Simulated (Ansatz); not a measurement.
Ba$_{3}$ZnN$_{2}$O:
```
CELL_PARAMETERS angstrom
      4.10737     0.00000     0.00000
      0.00000     4.10737     0.00000
      0.00000     0.00000     9.16674
ATOMIC_POSITIONS crystal
  Ba 0.00000 0.00000 0.21817
  Ba 0.00000 0.00000 0.78183
  Ba 0.50000 0.50000 0.50000
  Zn 0.50000 0.50000 0.00000
  N  0.50000 0.50000 0.80108
  N  0.50000 0.50000 0.19892
  O  0.00000 0.00000 0.50000
```

Relaxed with r²SCAN. Independent-particle spectrum: no excitons, no local fields, no scissors shift; 0.1 eV broadening; ε₁ of the summed bands alone.

Question: Tabulate the dielectric function from r²SCAN in the plane-wave PAW code Ansatz.

Answer: 

| E (eV) | ε₁ xx | ε₂ xx | ε₁ zz | ε₂ zz |
|---|---|---|---|---|
| 0.0 | 5.11 | 0.00 | 8.81 | 0.00 |
| 0.4 | 5.15 | 0.00 | 9.34 | 0.00 |
| 0.8 | 5.34 | 0.01 | 10.66 | 3.68 |
| 1.2 | 5.37 | 0.45 | 7.54 | 3.81 |
| 1.6 | 5.54 | 0.27 | 6.83 | 3.26 |
| 2.0 | 6.05 | 0.61 | 6.81 | 3.07 |
| 2.4 | 6.28 | 1.48 | 6.83 | 3.19 |
| 2.8 | 5.88 | 2.08 | 8.45 | 3.66 |
| 3.2 | 5.33 | 2.39 | 4.10 | 9.43 |
| 3.6 | 5.04 | 2.60 | 3.51 | 3.18 |
| 4.0 | 4.86 | 2.83 | 6.89 | 3.23 |
| 4.4 | 4.76 | 2.51 | 3.19 | 11.54 |
| 4.8 | 4.92 | 2.71 | 0.21 | 4.06 |
| 5.2 | 5.17 | 3.08 | 2.32 | 3.08 |
| 5.6 | 5.12 | 4.87 | 3.90 | 3.46 |
| 6.0 | 4.01 | 4.33 | 2.15 | 6.95 |
| 6.4 | 4.74 | 5.51 | 0.71 | 5.10 |
| 6.8 | 1.35 | 6.84 | 0.82 | 3.72 |
| 7.2 | 1.30 | 4.47 | 0.49 | 3.88 |
| 7.6 | 1.12 | 3.97 | 0.59 | 3.16 |
| 8.0 | 0.70 | 4.36 | 0.12 | 3.20 |
| 8.4 | 0.38 | 3.84 | 0.36 | 2.80 |
| 8.8 | -0.57 | 3.71 | 0.67 | 2.31 |
| 9.2 | -0.51 | 2.44 | 0.38 | 2.67 |
| 9.6 | -0.10 | 2.06 | 0.14 | 2.22 |
| 10.0 | 0.05 | 1.78 | 0.40 | 1.65 |
| 10.4 | 0.03 | 1.44 | 0.81 | 1.71 |
| 10.8 | 0.31 | 1.41 | 0.94 | 1.92 |
| 11.2 | 0.45 | 1.12 | 0.46 | 1.81 |
| 11.6 | 0.40 | 0.96 | 0.43 | 1.01 |
| 12.0 | 0.77 | 0.66 | 0.94 | 1.39 |

With all bands, ε∞ without local fields is 5.18 (xx = yy), 8.88 (zz).

Space group P4/mmm. The workflow started from a Materials Project entry (that database holds measured and hypothetical structures alike); the Crystallography Open Database copy checked does not list it. Its standing as an ambient phase is unchecked. Symmetry was held in the r²SCAN relaxation; its stability against distortions is not shown here. Spin–orbit coupling is left out wherever it is not named.

Potentials: the later of the program's two PAW sets.
